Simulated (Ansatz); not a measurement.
Relaxed-ion elastic tensor of SiRu in space group P2_13 (No. 198; Si on 4a, Ru on 4a) in GPa (Voigt order), the program Ansatz at the PBEsol level (PAW); density 8.32 g/cm³, 12.89 Å³ per atom.

```
331  180  180  0.0  0.0  0.0
180  331  180  0.0  0.0  0.0
180  180  331  0.0  0.0  0.0
0.0  0.0  0.0  144  0.0  0.0
0.0  0.0  0.0  0.0  144  0.0
0.0  0.0  0.0  0.0  0.0  144
```

Problem. Is the crystal mechanically stable?

Solution. Yes: the smallest eigenvalue of C is 144 GPa.

Problem. Work out the Voigt, Reuss and Hill averages.

Solution. K_V = 230, K_R = 230, K_H = 230; G_V = 117, G_R = 106, G_H = 111 GPa.

Problem. Give Young's modulus, Poisson's ratio, Pugh's ratio and the universal anisotropy index.

Solution. E = 9KG/(3K + G) = 288 GPa; ν = 0.29; K/G = 2.06 (ductile by the Pugh limit of 1.75); A_U = 5G_V/G_R + K_V/K_R − 6 = 0.52.

Problem. Estimate the sound speeds and the Debye temperature.

Solution. v_l = √((K + 4G/3)/ρ) = 6750 m/s, v_t = √(G/ρ) = 3660 m/s, mean 4090 m/s; Θ = (h/k)(3n/4πV)^(1/3) v_m = 519 K.

Problem. Give the Zener ratio and Young's modulus along [100], [110] and [111].

Solution. A = 2C44/(C11 − C12) = 1.91; 1/E = S11 − 2(S11 − S12 − S44/2)Γ with Γ = 0, 1/4, 1/3 gives 205, 302, 358 GPa.

Problem. Solve the Christoffel equation for the three sound speeds along [100], [110], [111].

Solution. Eigenvalues of C_ijkl n_j n_l equal ρv². In km/s, slowest first: [100] 4.17, 4.17, 6.31; [110] 3.02, 4.17, 6.93; [111] 3.44, 3.44, 7.13.

Symmetry was held in the PBEsol relaxation. No spin polarisation was allowed.

Potentials: the earlier of the program's two PAW sets. The files were generated under PBE; for other functionals the program regenerates the frozen cores, and for LDA and PBEsol the local potential too.
